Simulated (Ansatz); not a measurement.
An Ansatz input:

```yaml
crystal:
  lattice:
    - [4.3081096287, 0.0, 0.0]
    - [-2.1540548143, 3.7309323807, 0.0]
    - [0.0, 0.0, 2.6408712024]
  atoms:
    - { symbol: Ir, position: [0.0, 0.0, 0.0] }
    - { symbol: Ir, position: [0.3333333333, 0.6666666667, 0.5] }
    - { symbol: Ir, position: [0.6666666667, 0.3333333333, 0.5] }
hamiltonian:
  xc: r2scan
  pseudopotentials:
    kind: paw
    azcp:
      Ir: "pseudopotentials/Ir.paw.azcp"
basis:
  ecutwfc: 500
  fft_grid_basis: typed
kpoints:
  mp_grid: { grid: [9, 9, 12], shift: [0, 0, 0] }
magnetization:
  spin_polarized: false
scf:
  occupations: { method: fermi_dirac, width: 0.1 }
relax:
  max_steps: 60
  f_tol: 0.01
  cell: {}
```

Output

```
Engine: ansatz 0.2.0, x86_64-unknown-linux-gnu
Pseudopotentials: kind: paw
Pseudopotential: Ir, paw, valence charge 17, recommended cutoff 500 eV (meta_gga) 
Functional definition: r2SCAN
  parameter k0 = 0.174
  parameter k1 = 0.065
  parameter a1 = 4.9479
  exchange = r2scan_x(k0 = k0, k1 = k1, a1 = a1)
  correlation = r2scan_c
Crystal: 3 atoms, lattice volume = 42.447 Å³
Basis set: ecut = 500 eV, 1095 PW (Γ), exchange–correlation on 128×128×80 points (64 copies of the dense FFT grid, shifted against one another)
Bands: 31, of which v1, the nominal top of the filled ones, is band 26 counted from 1 (25 counted from 0)
Symmetry: 24 space group operations
Space group: P6/mmm (ITA 191), of the structure as read, at distance tolerance 3.5e-5 Å
k-points: 84 of 972
Non-local potential: Ir, projectors of the file, l = 0: 3, l = 1: 2, l = 2: 2, l = 3: 1
PAW form: soft (Blöchl's): semilocal exchange-correlation on the pseudo side does not see the compensation charge
PAW frozen core: Ir, regenerated for the run's functional (the file was generated under x = pbe(κ = 0.804, μ = 0.2195149727645171), c = pbe(β = 0.06672455060314922))
PAW one-centre angular grid: Ir, 590 points (default); XC on 160 Gauss nodes
Initial density: superposition of atomic densities (neutral atoms: chi_scale 0, normalization atom), corrected by the library's trained network
Initial wavefunctions: pseudopotential atomic-orbital guess
Functional: x = r2scan, c = r2scan; τ floored in thin density (d = 2e-4 eV/Å³)
SCF iter   1: F=—  HF=-35845.011003 eV  |F-HF|=—  |Δ(HF+E_count)|=         —  Δρ=1.27e-2  dr2=3.02e-2  dr2_τ=1.15e-1  ethr=1.77e-3  ⟨swp⟩=5.6  Hψ=9413  notcnv=0
SCF iter   2: F=—  HF=-35845.100277 eV  |F-HF|=—  |Δ(HF+E_count)|=   8.93e-2  Δρ=7.77e-3  dr2=1.05e-2  dr2_τ=1.76e-3  ethr=5.92e-5  ⟨swp⟩=2.0  Hψ=4809  notcnv=0
SCF iter   3: F=—  HF=-35845.116554 eV  |F-HF|=—  |Δ(HF+E_count)|=   1.63e-2  Δρ=1.19e-2  dr2=1.30e-1  dr2_τ=1.25e-2  ethr=2.06e-5  ⟨swp⟩=2.0  Hψ=4389  notcnv=0  recentre
SCF iter   4: F=—  HF=-35845.103886 eV  |F-HF|=—  |Δ(HF+E_count)|=   1.27e-2  Δρ=2.14e-3  dr2=7.18e-4  dr2_τ=9.36e-5  ethr=2.06e-5  ⟨swp⟩=2.0  Hψ=4031  notcnv=0
SCF iter   5: F=—  HF=-35845.104514 eV  |F-HF|=—  |Δ(HF+E_count)|=   6.28e-4  Δρ=5.06e-4  dr2=4.97e-5  dr2_τ=1.25e-5  ethr=1.41e-6  ⟨swp⟩=2.0  Hψ=3809  notcnv=0
SCF iter   6: F=—  HF=-35845.104564 eV  |F-HF|=—  |Δ(HF+E_count)|=   5.06e-5  Δρ=1.23e-4  dr2=2.87e-6  dr2_τ=5.74e-7  ethr=9.74e-8  ⟨swp⟩=2.0  Hψ=3851  notcnv=0
SCF iter   7: F=-35845.104569 eV  HF=-35845.104569 eV  |F-HF|=1.89e-7  |Δ(HF+E_count)|=   4.78e-6  Δρ=1.74e-5  dr2=6.95e-8  dr2_τ=2.14e-8  ethr=1.96e-10  ⟨swp⟩=3.0  Hψ=11067  notcnv=0
...
SCF iter   1: F=—  HF=-35845.167967 eV  |F-HF|=—  |Δ(HF+E_count)|=         —  Δρ=4.35e-4  dr2=2.49e-6  dr2_τ=1.46e-5  ethr=3.78e-8  ⟨swp⟩=3.8  Hψ=16219  notcnv=0
SCF iter   2: F=—  HF=-35845.168217 eV  |F-HF|=—  |Δ(HF+E_count)|=   2.50e-4  Δρ=2.20e-4  dr2=1.86e-6  dr2_τ=8.50e-6  ethr=4.89e-9  ⟨swp⟩=2.0  Hψ=3731  notcnv=0
SCF iter   3: F=—  HF=-35845.168302 eV  |F-HF|=—  |Δ(HF+E_count)|=   8.48e-5  Δρ=1.96e-4  dr2=3.08e-5  dr2_τ=4.26e-6  ethr=3.65e-9  ⟨swp⟩=2.0  Hψ=3910  notcnv=0  recentre
SCF iter   4: F=—  HF=-35845.168314 eV  |F-HF|=—  |Δ(HF+E_count)|=   1.20e-5  Δρ=1.36e-5  dr2=1.11e-8  dr2_τ=3.04e-8  ethr=3.65e-9  ⟨swp⟩=2.0  Hψ=3751  notcnv=0
SCF iter   5: F=—  HF=-35845.168314 eV  |F-HF|=—  |Δ(HF+E_count)|=   3.15e-7  Δρ=4.87e-6  dr2=1.98e-9  dr2_τ=2.36e-9  ethr=2.18e-11  ⟨swp⟩=2.0  Hψ=4010  notcnv=0
SCF iter   6: F=—  HF=-35845.168314 eV  |F-HF|=—  |Δ(HF+E_count)|=   2.78e-8  Δρ=5.14e-7  dr2=4.42e-11  dr2_τ=3.85e-11  ethr=3.88e-12  ⟨swp⟩=2.0  Hψ=4501  notcnv=0
SCF iter   7: F=-35845.168314 eV  HF=-35845.168314 eV  |F-HF|=0.00e0  |Δ(HF+E_count)|=  1.67e-10  Δρ=1.36e-7  dr2=2.95e-12  dr2_τ=9.69e-13  ethr=1.00e-12  ⟨swp⟩=5.8  Hψ=11179  notcnv=0
SCF 6 converged in 7 iterations: F = -35845.168314 eV  dr2 = 2.95e-12
relax step   6: F+E_penalty+E_count = -35845.16831411 eV  Δ(F+E_penalty+E_count) = -1.335e-3 eV  max|allowed force component| = 5.551e-17 eV/Å  Δτ_max = 0.0000 Å  P = +0.024 GPa  Ω = 43.982 Å³  stress off target by 2.50e-2 GPa  SCF on the basis re-selected at this cell (its energy is not comparable with the rows above)  (7 SCF iters)
basis re-selected at this cell: Δ(F+E_penalty+E_count) = -1.335e-3 eV, ΔP = +0.021 GPa vs the last step (what re-selecting the basis moved, of the pressure what is left beyond the Pulay correction that the steps carried, after the strain that the cell walked since its last selection, with what the two solves' SCF thresholds leave and, on support functions, any second-order correction that the steps lacked; it is no measure of the basis error at this ecutwfc). This SCF's stress stands 2.50e-2 GPa from its target on what of the cell is left free (relax.cell.stress_tol is 5.00e-2 GPa) and its largest allowed force component is 5.55e-17 eV/Å (relax.f_tol is 1.00e-2 eV/Å): within both
SCF converged after 7 iterations
Free energy (F): -35845.168314 eV
Harris-Foulkes:  -35845.168314 eV  (|F-HF|=0.00e0)
Internal energy: -35845.023571 eV  (E = F + TS)
E sigma→0 (E₀):  -35845.095942 eV
Entropy (-TS):   -0.144743 eV (-48.248 meV/atom)
Fermi energy:    24.439276 eV
--- Per-component energies (eV) ---
  E_band       = -349.624489
  E_kinetic    = 1869.699338
  E_local      = -3351.618453  (includes V_loc(G=0)·N_el)
  E_nonlocal   = 223.046803
  E_hartree    = 1282.923989
  E_xc         = -765.252412
  E_vxc        = -999.058497  (∫ρ·V_xc dr)
  E_paw        = -27749.514971  (= ΣΔE_a)
  E_vpaw       = -719.632289  (= ΣTr[D̂ρ^β])
  E_aug_tail   = -0.000047  (compensation charges beyond the density's cutoff)
  E_vtau       = 62.090673  (kinetic-family band-sum trace: ∫τ·v_τ [+ j·A + Jᵃ·Aᵃ] dr)
  E_ewald      = -7353.357138
  E_core_change = -0.950681  (= ΣΔE_core)
  E_smearing   = -0.144743  (= −TS)
  E_closure    = 0.000000  (closes the sum)
  Σ components = -35845.168314   (vs F -35845.168314, Δ=0.00e0)
--- Forces (eV/Å), atoms counted from 1 ---
  atom   1  Ir     0.00000000     0.00000000     0.00000000
  atom   2  Ir     0.00000000     0.00000000     0.00000000
  atom   3  Ir    -0.00000000    -0.00000000     0.00000000
  max |Σ_I F_I| component: 4.63e-18 eV/Å
--- Stress (GPa, compression-positive) ---
        0.022829      -0.000000       0.000000
        0.000000       0.022829       0.000000
        0.000000       0.000000       0.024963
  P = ⅓ Tr σ = 0.0235 GPa (0.235 kbar)
--- Relaxed structure (5 steps of the walk, 4 accepted, 1 SCFs on fresh bases) ---
  F+E_penalty+E_count = -35845.16831411 eV   max|allowed force component| = 5.551e-17 eV/Å   (the final SCF, on the basis selected at the relaxed cell)
  cell:  # Å, volume = 43.9825 Å³
    - [4.348566381368771, -2.913848084093031e-11, 0.0]
    - [-2.1742831906591507, 3.765968956322894, 0.0]
    - [0.0, 0.0, 2.685696932775638]
  atoms:
    - { symbol: Ir, position: [-5.709885557740236e-36, -6.452575884063083e-36, 0.0] }
    - { symbol: Ir, position: [0.3333333333333333, 0.6666666666666667, 0.5] }
    - { symbol: Ir, position: [0.6666666666666667, 0.3333333333333335, 0.5] }
```

Command:

```sh
ansatz run input.yaml --threads 1 --pin off --max-ram 3584MiB --backend cpu --events-out ev --progress --plain --runs-dir out
```

On 1 thread of Intel(R) Xeon(R) Platinum 8259CL CPU @ 2.50GHz (Skylake/Cascade Lake) (shared host) this took about 94 s of wall time and 93 s of CPU time.
